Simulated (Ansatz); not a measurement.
**YSb: two-dimensional strain map**

Level of theory: Ansatz, DFT PBEsol, scalar-relativistic, plane waves, PAW. Cutoff 420 eV, Γ-centred 14×14×14 k-points, Gaussian smearing of 0.15 eV. No spin polarisation. Energies are free energies at this smearing, counted from the undisturbed cell; pressure is positive in compression.

The undisturbed cell (as given, not relaxed at this level; it stands at -2.2 GPa, and it needn't be the usual structure):

```yaml
crystal:
  lattice:
    - [0.00000, 3.09500, 3.09500]
    - [3.09500, 0.00000, 3.09500]
    - [3.09500, 3.09500, 0.00000]
  atoms:
    - { symbol: Y, position: [0.50000, 0.50000, 0.50000] }
    - { symbol: Sb, position: [0.00000, 0.00000, 0.00000] }
```

The cell is strained by p along both x and y and by q along z, fractional coordinates fixed. Points are written (p, q).

Energy above the undisturbed cell in meV/atom (a dash: not computed):

```csv
p \ q,-0.050,-0.025,0.000,0.025,0.050
-0.050,81.1,53.2,46.8,56.4,77.4
-0.025,27.0,?,-0.3,12.9,37.7
0.000,19.8,-1.1,0.0,17.2,46.0
0.025,?,?,36.6,58.1,91.1
0.050,104.2,91.0,?,126.4,163.9
```

Q: Fill in the withheld energies.

A: (-0.025, -0.025): 2.5; (0.025, -0.050): 48.5; (0.025, -0.025): 31.4; (0.050, 0.000): 100.5.